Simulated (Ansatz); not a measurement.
ZnCdO2:
```xyz
4
Lattice="3.3184 0.0000 0.0000 -1.6592 2.8738 0.0000 0.0000 0.0000 5.5629" Properties=species:S:1:pos:R:3 pbc="T T T"
Zn     0.0000     0.0000     5.5447
Cd     1.6592     0.9579     2.7088
O      1.6592     0.9579     0.5495
O      0.0000     0.0000     3.6356
```

Relaxed with LDA. Special points in fractions of this cell's reciprocal vectors: Γ (0.000, 0.000, 0.000); M (0.500, 0.000, 0.000); K (0.333, 0.333, 0.000); A (0.000, 0.000, 0.500); L (0.500, 0.000, 0.500); H (0.333, 0.333, 0.500).

Question: List the band energies nearest the Fermi level at these points for plane-wave PAW LDA (Ansatz code).

Answer: In eV from the Fermi level; about four levels below and three above (degenerate sets whole), none deeper than 8.9 eV; … stands for higher levels left out; points with the same levels are listed once.

```tsv
k	below	above
Γ	-0.27 -0.04 -0.03 -0.03	4.67 7.05 …
M	-2.85 -2.29 -1.43 -0.68	4.81 5.75 7.03
K	-3.36 -2.04 -1.88 -1.49	6.43 6.59 6.81
A	-0.65 -0.65 -0.31 -0.31	2.21 3.01 8.54
L	-1.79 -1.68 -1.40 -1.10	4.74 4.92 7.45
H	-3.03 -2.19 -1.45 -1.31	6.55 6.71 6.74
```

Space group P3m1. The first step of the workflow began from a Materials Project structure, measured or hypothetical; the Crystallography Open Database copy checked does not list it. Its standing as an ambient phase is unchecked. Symmetry was held in the LDA relaxation; of distortions, only those at the zone centre were tested. The Fermi level of a semimetal is unsure by some 0.05 eV on such meshes. Spin–orbit coupling is left out wherever it is not named.

Potentials: the later of the program's two PAW sets.
